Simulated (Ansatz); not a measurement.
GaAs:
```
GaAs
1.0
    7.02321     0.00000     0.00000
    0.00000     7.02321     0.00000
    0.00000     0.00000     4.06158
Ga As
4 4
Direct
  0.32395   0.67605   0.00000
  0.67605   0.32395   0.00000
  0.82395   0.82395   0.50000
  0.17605   0.17605   0.50000
  0.31820   0.31820   0.00000
  0.68180   0.68180   0.00000
  0.18180   0.81820   0.50000
  0.81820   0.18180   0.50000
```

Relaxed with PBE. Special points in fractions of this cell's reciprocal vectors: Γ (0.000, 0.000, 0.000); X (0.000, 0.500, 0.000); M (0.500, 0.500, 0.000); Z (0.000, 0.000, 0.500); R (0.000, 0.500, 0.500); A (0.500, 0.500, 0.500).

Problem. List the band energies nearest the valence-band maximum at these points for PBE (plane waves, PAW; program Ansatz).

Solution. In eV from the valence-band maximum; about four levels below and three above (degenerate sets whole), none deeper than 8.9 eV; points with the same levels are listed once.

```json
[
 {"k": "Γ", "below": "-0.28 -0.11 0.00 0.00", "above": "0.21 1.13 1.43 1.43"},
 {"k": "X", "below": "-1.04 -1.04 -0.65 -0.65", "above": "1.74 1.74 1.86 1.86"},
 {"k": "M", "below": "-1.38 -1.38 -1.18 -1.18", "above": "1.67 1.67 2.30 2.30"},
 {"k": "Z", "below": "-2.04 -2.04 -2.02 -2.02", "above": "2.37 2.37 3.67 3.67"},
 {"k": "R", "below": "-1.84 -1.84 -1.13 -1.13", "above": "1.76 1.76 2.48 2.48"},
 {"k": "A", "below": "-1.59 -1.59 -1.53 -1.53", "above": "0.67 0.67 2.11 2.11"}
]
```

Space group P4_2/mnm. The start of the workflow was typed in or built on a structure type; neither database checked (COD, Materials Project) lists it. It is not the phase usual at ambient conditions (space group No. 216). The PBE relaxation kept the symmetry of its start; whether a distortion lowers the energy is not shown. The volume moved by 22 % from the start of the relaxation. Spin–orbit coupling is left out wherever it is not named.

Potentials: the later of the program's two PAW sets.
